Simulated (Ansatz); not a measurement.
**Sn3Pb2Se5 (I4/mmm) at 3 levels of theory**

One geometry, relaxed with PBE; plane waves with PAW potentials in Ansatz, scalar-relativistic. No spin polarisation. Gaps are the least over mesh and band path; pressure is positive in compression.

```cif
data_structure
_symmetry_space_group_name_H-M 'P 1'
_symmetry_Int_Tables_number 1
_cell_length_a 15.6207
_cell_length_b 15.6207
_cell_length_c 15.6207
_cell_angle_alpha 164.053
_cell_angle_beta 164.053
_cell_angle_gamma 22.626
_cell_volume 287.66
loop_
_atom_site_label
_atom_site_type_symbol
_atom_site_fract_x
_atom_site_fract_y
_atom_site_fract_z
_atom_site_occupancy
Sn1 Sn 0.20070 0.20070 0.00000 1
Sn2 Sn 0.79930 0.79930 0.00000 1
Sn3 Sn 0.00000 0.00000 0.00000 1
Pb1 Pb 0.60030 0.60030 0.00000 1
Pb2 Pb 0.39969 0.39969 0.00000 1
Se1 Se 0.70225 0.70225 0.00000 1
Se2 Se 0.29775 0.29775 0.00000 1
Se3 Se 0.90041 0.90041 0.00000 1
Se4 Se 0.50000 0.50000 0.00000 1
Se5 Se 0.09959 0.09959 0.00000 1
```

```tsv
level	cutoff (eV)	k mesh	gap (eV)	pressure (GPa)
PBE	420	12×12×12	0.01	0.0
```

What comes out on the same cell with r2SCAN, LDA?

```json
{"level": "r2SCAN", "cutoff (eV)": "500", "k mesh": "12×12×12", "gap (eV)": "0", "pressure (GPa)": "-1.0"}
{"level": "LDA", "cutoff (eV)": "420", "k mesh": "12×12×12", "gap (eV)": "0.04", "pressure (GPa)": "-4.1"}
```

Spin-orbit coupling matters for the bands of heavy elements and is left out. The smearing is narrow for a metal on this mesh.

It was reached by relaxing an invented guess, and it needn't be the stable form of this composition.
